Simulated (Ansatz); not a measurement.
Consider the following.

MgO:
Space group Fm-3m (No. 225); a = 4.1593 Å, b = 4.1593 Å, c = 4.1593 Å, α = 90.00°, β = 90.00°, γ = 90.00°

```
atom  site  symmetry       x       y       z
----  ----  --------  ------  ------  ------
Mg      4b      m-3m  0.5000  0.5000  0.5000
O       4a      m-3m  0.0000  0.0000  0.0000
```
(The calculation used a cell of 2 atoms; values per cell refer to that cell.)

This is the LDA-relaxed structure.

Question: All from the program Ansatz at the LDA level (PAW), unless another level is named. Estimate the Hill bulk and shear moduli.

Answer: 172 and 136 GPa.

Question: What about the vibrational entropy at 300 K?

Answer: 13.4 J/(K·mol of atoms).

The cell was relaxed with LDA under the symmetry of its start; phonons on a q-mesh show no instability. The volume moved by -42 % from the start of the relaxation.

Potentials: the later of the program's two PAW sets.
